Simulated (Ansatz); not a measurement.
BAs (CsCl type, Pm-3m) under volume change, PBEsol (plane waves, PAW; program Ansatz), scaled uniformly.

```json
[
 {"V (Å³/atom)": "11.130", "E − E(relaxed) (meV/atom)": "[?]", "P (GPa)": "[?]"},
 {"V (Å³/atom)": "11.497", "E − E(relaxed) (meV/atom)": "17.3", "P (GPa)": "8.04"},
 {"V (Å³/atom)": "11.864", "E − E(relaxed) (meV/atom)": "4.0", "P (GPa)": "3.64"},
 {"V (Å³/atom)": "12.231", "E − E(relaxed) (meV/atom)": "0.0", "P (GPa)": "0.00"},
 {"V (Å³/atom)": "12.598", "E − E(relaxed) (meV/atom)": "3.8", "P (GPa)": "-3.23"},
 {"V (Å³/atom)": "12.965", "E − E(relaxed) (meV/atom)": "[?]", "P (GPa)": "[?]"},
 {"V (Å³/atom)": "13.332", "E − E(relaxed) (meV/atom)": "30.9", "P (GPa)": "-8.36"}
]
```

Q: What belongs in the gaps?

A: 
- 12.965, E − E(relaxed) (meV/atom): 14.4
- 12.965, P (GPa): -5.99
- 11.130, E − E(relaxed) (meV/atom): 41.2
- 11.130, P (GPa): 12.97

Q: What does a third-order Birch–Murnaghan fit give for V₀, B₀ and B′?

A: V₀ = 12.23 Å³/atom, B₀ = 115 GPa, B′ = 3.9.

The start of the workflow was typed in or built on a structure type; neither database checked (COD, Materials Project) lists it. It is not the phase usual at ambient conditions (space group No. 216). The PBEsol relaxation kept the symmetry of its start. At this level the phase is dynamically unstable (imaginary phonons). The volume moved by 26 % from the start of the relaxation. Its formation energy is positive at this level, so the cell may be metastable or incomplete. Spin–orbit coupling is left out wherever it is not named.

Potentials: the later of the program's two PAW sets.
